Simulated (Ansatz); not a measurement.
The cell below belongs to a search over invented structures; it isn't taken from experiment.

Input and command of a plane-wave DFT calculation in Ansatz:

```yaml
crystal:
  lattice:
    - [6.78104163, 0.0, 0.0]
    - [0.0, 6.78104163, 0.0]
    - [0.0, 0.0, 4.02763807]
  atoms:
    - { symbol: Sb, position: [0.0, 0.0, 0.98240446] }
    - { symbol: Se, position: [0.14551568, 0.5, 0.41881465] }
    - { symbol: Se, position: [0.85448432, 0.5, 0.41881465] }
    - { symbol: Se, position: [0.5, 0.14551568, 0.41881465] }
    - { symbol: Se, position: [0.5, 0.85448432, 0.41881465] }
    - { symbol: Se, position: [0.5, 0.5, 0.29125341] }
basis:
  ecutwfc: 420
kpoints:
  mp_grid: { grid: [3, 3, 4] }
hamiltonian:
  xc: pbe
scf:
  occupations: { method: gaussian, width: 0.2 }
  lower_state_search: "off"
output:
  forces: true
  stress: true
  eigenvalues: true
relax:
  adjacent_minimum: "off"
  f_tol: 0.08
  max_steps: 16
  cell: { stress_tol: 0.8 }
```

```bash
ansatz run input.yaml --threads 1 --pin off --max-ram 2560MiB --backend cpu --events-out ev --progress --plain --runs-dir out
```

Processor: AMD EPYC 7R43 64-Core Processor (Zen 3), 1 thread, on a host shared with other jobs.

Estimate time, memory and problem size.

About 2.3 min, peak memory 0.47 GiB. It solves 57 bands at 9 k points (after reduction by symmetry) with about 3425 plane waves (on the last cell), in 77 SCF iterations over 12 ionic steps.
